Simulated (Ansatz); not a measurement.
Data:

BP:
Space group P6₃mc (No. 186); a = b = 3.1908 Å, c = 5.2954 Å, α = β = 90.00°, γ = 120.00°

```csv
atom,site,symmetry,x,y,z
B,2b,3m.,0.3333,0.6667,0.0004
P,2b,3m.,0.3333,0.6667,0.3746
```

This is the r²SCAN-relaxed structure.

**Question.** All from r²SCAN in the plane-wave PAW code Ansatz, unless another level is named. Estimate the Bader charges.

**Answer.** B +0.67, P -0.67 e.

**Question.** Next, the largest static χ(2) component?

**Answer.** 10 pm/V.

Space group P6_3mc (wurtzite). The first step of the workflow began from a Materials Project structure, measured or hypothetical; the Crystallography Open Database copy checked does not list it. It is not the phase usual at ambient conditions (space group No. 216). Symmetry was held in the r²SCAN relaxation; phonons on a q-mesh show no instability.

Potentials: the earlier of the program's two PAW sets.
